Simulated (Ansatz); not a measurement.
Ga2BiAs:
```cif
data_AsBiGa2
_chemical_formula_sum 'Ga2 Bi1 As1'
_space_group_name_H-M_alt 'P 1'
_space_group_IT_number 1
_cell_length_a 4.23852
_cell_length_b 4.23852
_cell_length_c 6.04225
_cell_angle_alpha 90.000
_cell_angle_beta 90.000
_cell_angle_gamma 90.000
loop_
_space_group_symop_operation_xyz
  'x, y, z'
loop_
_atom_site_label
_atom_site_type_symbol
_atom_site_fract_x
_atom_site_fract_y
_atom_site_fract_z
_atom_site_occupancy
Ga1 Ga 0.50000 0.00000 0.72556 1
Ga2 Ga 0.00000 0.50000 0.27444 1
Bi1 Bi 0.00000 0.00000 0.00000 1
As1 As 0.50000 0.50000 0.50000 1
```

Relaxed with r²SCAN.

Q: Tabulate the valence density and the electron localisation function along the shortest Ga–Bi contact (2.69 Å), plane-wave PAW r²SCAN (Ansatz code).

A: 

```tsv
distance from Ga (Å)	density (e/Å³)	ELF
0.27	23.59	0.02
0.40	9.39	0.04
0.54	3.17	0.10
0.67	1.25	0.20
0.81	0.69	0.28
0.94	0.49	0.34
1.08	0.41	0.47
1.21	0.39	0.61
1.35	0.42	0.63
1.48	0.49	0.54
1.61	0.63	0.45
1.75	0.91	0.42
1.88	1.66	0.39
2.02	2.99	0.31
2.15	4.49	0.19
2.29	5.85	0.09
2.42	7.00	0.07
```

The density is the valence pseudo-density with augmentation charge, so density and ELF within about 1 Å of a nucleus are not all-electron values.

Space group P-4m2. The first step of the workflow began from a Materials Project structure, measured or hypothetical; the Crystallography Open Database copy checked does not list it. Its standing as an ambient phase is unchecked. The cell was relaxed with r²SCAN under the symmetry of its start; of distortions, only those at the zone centre were tested. Spin–orbit coupling is left out wherever it is not named.

Potentials: the later of the program's two PAW sets.
